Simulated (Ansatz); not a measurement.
All-electron LAPW in Ansatz 0.2.0 under LDA, scalar-relativistic, energies extrapolated to zero smearing. Slabs are 1×1 cells cut from bulk crystals relaxed on PAW files, with atoms then relaxed, 16 to 20 Å of vacuum, a dipole correction, k spacings of 0.16 to 0.26 Å⁻¹ and smearing of 0.02 to 0.1 eV, without spin–orbit coupling or spin polarisation. The bulk type named needn't be the stable one, and no reconstruction is allowed.

```tsv
slab	area (Å²)	γ (J/m²)	Φ (eV)	Δd12 (%)
hcp Ru (0001), 5 layers	6.20	3.21	5.34	-3.7
fcc Ir (111), 5 layers	6.29	2.84	5.86	-2.2
fcc Pd (100), 5 layers	7.37	?	?	-1.8
```

Task: Give the missing entry: row "fcc Pd (100), 5 layers", column "Φ (eV)".

Result: 5.50.

Task: Fill in "γ (J/m²)" for the row "fcc Pd (100), 5 layers".

Result: 2.14.
